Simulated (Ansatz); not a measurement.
Which insulator for the gate stack?

A gate insulator needs a high permittivity, so that it can be thick, and a wide gap, so that electrons tunnel poorly.

The yardstick is SiO2 (P3₂21, hP9). Target: an equivalent oxide thickness (EOT) of 1.0 nm, defined with 3.9 for SiO2. Assumed for all rows: a barrier of 0.3 times the gap and a tunnelling mass of 0.4 mₑ.

Where the numbers come from (Ansatz, a plane-wave PAW program): gap: HSE06, on its own or a semilocal cell; ε₀, ε∞: r²SCAN, linear response, mean over directions (which differ by under 30 %). Cells of the HSE06 gaps: its own cell for SiO2 (P3₂21, hP9), MgO, SiO2 (P3₁21, hP9), 6H-BN; the r²SCAN cell for HfSiO4, polar orthorhombic HfO2.

Model: thickness t = EOT × ε₀/3.9; decay constant k = 5.123 nm⁻¹ × √(m φ/eV); attenuation 2kt/ln 10 = 0.8686 k t decades.

| crystal | E_g (eV) | ε₀ (static) | ε∞ | thickness (nm) | decay constant (1/nm) | attenuation (decades) |
|---|---|---|---|---|---|---|
| SiO2 (P3₂21, hP9), reference | 7.69 | 4.47 | 2.38 | 1.146 | 4.921 | 4.90 |
| MgO (rock salt) | 6.56 | 9.75 | 3.00 | 2.500 | 4.545 | 9.87 |
| SiO2 (P3₁21, hP9) | 7.69 | 4.47 | 2.38 | 1.146 | 4.921 | 4.90 |
| 6H-BN | 6.59 | 6.91 | 4.47 | 1.772 | 4.556 | 7.01 |
| HfSiO4 (I4₁/amd) | 7.24 | 11.6 | 3.71 | 2.974 | 4.775 | 12.3 |
| polar orthorhombic HfO2 (Pca2₁) | 6.08 | 21.7 | 4.70 | 5.564 | 4.376 | 21.1 |

Model phases, started by placing the elements on a structure type or from a typed cell, with no claim that they are known: 6H-BN. Runs started from generated or typed cells of the structure named: MgO. Over 15 meV/atom above the lowest phase of their formula at hand: 6H-BN (65 meV/atom, r²SCAN), polar orthorhombic HfO2 (21 meV/atom, r²SCAN). Spin–orbit coupling is left out unless named; in separate runs it moves the gap by polar orthorhombic HfO2 −0.05 eV (r²SCAN); it moves the gap of HfSiO4 by under 0.05 eV.

Worked for HfSiO4:

t = 1.0 × 11.6/3.9 = 2.974 nm; k = 5.123 × √(0.4 × 0.3 × 7.24) = 4.775 1/nm; attenuation: 0.8686 × 4.775 × 2.974 = 12.3 decades.

Ranking by attenuation, highest first: polar orthorhombic HfO2 (21.1 ± 2.0), HfSiO4 (12.3 ± 1.2), MgO (9.87 ± 0.93), 6H-BN (7.01 ± 0.66), SiO2 (P3₂21, hP9) (4.90 ± 0.46) ≈ SiO2 (P3₁21, hP9) (4.90 ± 0.46). The ± follows from allowances picked for this note (gap 10 %, ε₀ 8 %), carried to first order and added in quadrature; ≈ joins neighbours closer than their two ± added in quadrature. 4 of the 5 others clearly beat the reference on this figure.

Real barriers are band offsets to the channel, which are not computed here, and gate films are mostly amorphous or polycrystalline. Soft polar modes that raise ε₀ also scatter channel carriers. HSE06 gaps come from coarse meshes and special points. Where several phases of a formula are at hand, those over 0.1 eV/atom above the lowest were not drawn (by r²SCAN where it compared them, else by the largest value; a layered or molecular lowest phase counts only with a dispersion term); other phases could lie lower still. Crystals of Pb, Bi, Tl or Hg, those whose gap spin–orbit coupling moves by over 0.3 eV, and those of Te, I or Sb with no such test at hand were not drawn. The rows are a sample and no shortlist: familiar crystals first, some related and some not, whatever their agreement with measurement; tables with many equal figures were not kept. Limits of the draw: gap over 3.5 eV, ε₀ under 150; for ε, a gap over 0.5 eV at its level, values under 300, no layered crystals; no unfamiliar magnets, and cubic perovskites only if shown or known to be stable. As a rule kept out of such tables: 4f compounds, open-shell compounds run without a Hubbard term, cells found unstable in the tests at hand, cells close to a higher symmetry, and runs set to a pressure or over 12 % in volume from the crystal's fullest run.
